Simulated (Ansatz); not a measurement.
A geometry of ZnSnN2 away from equilibrium: step 11 of the relaxation of a relaxed ZnSnN2 cell displaced along its unstable phonon at q = Γ (413i cm⁻¹), largest move 0.15 Å. These are PBEsol (plane waves to 420 eV, PAW, scalar-relativistic; Ansatz, a program for electronic structure) values and carry that method's errors. Γ-centred k-mesh 8×8×11 on the run's cell (coarser than for final values), Fermi–Dirac smearing 0.05 eV.

```xyz
4
Lattice="3.6090 0.0000 0.0000 0.0000 3.6090 0.0000 0.0000 0.0000 3.8516" Properties=species:S:1:pos:R:3:forces:R:3 pbc="T T T" free_energy=-9987.404 pressure_GPa=3.7
Zn     1.8045     1.8045     1.9258    0.0000    0.0000    0.0000
Sn     0.0000     0.0000     0.0000    0.0000    0.0000    0.0000
N      0.0000     1.8045     1.0335    0.0000    0.0000   -0.0204
N      1.8045     0.0000    -1.0335    0.0000    0.0000    0.0204
```

Positions in Å, forces in eV/Å, free energy of the cell in eV (comparable only within this code, potentials and settings). Largest force: 0.02 eV/Å, on N3, N4 (atoms numbered as listed); the geometry lies 0.10 eV/atom above the end of its relaxation.

No spin polarisation in the result.

The run could not lose the symmetry of its start, so the end can be a saddle point.

The end of the path is a generated cell of ZnSnN2: the first start was made by placing the elements on the sites of a structure type, and the end was not matched to a known phase here, so it may be hypothetical.
